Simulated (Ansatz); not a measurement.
YSiO in space group P4/nmm (No. 129; Y on 2c, Si on 2a, O on 2c) at seven volumes, PBE (plane waves, PAW; program Ansatz), shape and atoms relaxed at each. One row is withheld.

```tsv
V (Å³/atom)	P (GPa)
13.988	14.25
14.449	?
14.910	3.99
15.371	0.00
15.832	-3.38
16.293	-6.21
16.755	-8.58
```

Problem. Fit the shown pressures and predict the withheld one.

Solution. Third-order Birch–Murnaghan: P = (3/2)B₀(x^(7/2) − x^(5/2))[1 + (3/4)(B′ − 4)(x − 1)] with x = (V₀/V)^(2/3). Least squares on the six rows gives V₀ = 15.371 Å³/atom, B₀ = 121.6 GPa, B′ = 4.62. At V = 14.449, x = 1.0421 and P = 8.68 GPa. The run itself gave 8.70 GPa.

The start of the workflow was typed in or built on a structure type; neither database checked (COD, Materials Project) lists it. Its standing as an ambient phase is unchecked. Symmetry was held in the PBE relaxation; whether a distortion lowers the energy is not shown. No spin polarisation was allowed.

Potentials: the earlier of the program's two PAW sets.
